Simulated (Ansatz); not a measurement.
Here is the system:

YSi:
```xyz
2
Lattice="3.5443 0.0000 0.0000 0.0000 3.5443 0.0000 0.0000 0.0000 3.5443" Properties=species:S:1:pos:R:3 pbc="T T T"
Y      0.0000     0.0000     0.0000
Si     1.7721     1.7721     1.7721
```

This is the r²SCAN-relaxed structure.

Problem. All from DFT-r²SCAN in the program Ansatz with PAW potentials, unless another level is named. Estimate the bulk modulus (Birch–Murnaghan fit).

Solution. 76.1 GPa.

Problem. And the elastic constants (relaxed ions, GPa)?

Solution. C11 = 3.1, C12 = 113, C44 = -40.2.

Space group Pm-3m (CsCl type). A made-up cell: these elements were put on the sites of a structure type; neither database checked (COD, Materials Project) lists it. Its standing as an ambient phase is unchecked. The r²SCAN relaxation kept the symmetry of its start. At this level the phase is mechanically unstable. No spin polarisation was allowed. As this level gives no gap, shear constants depend on the k-mesh and smearing (Fermi–Dirac, 0.1 eV here).

Potentials: the earlier of the program's two PAW sets.
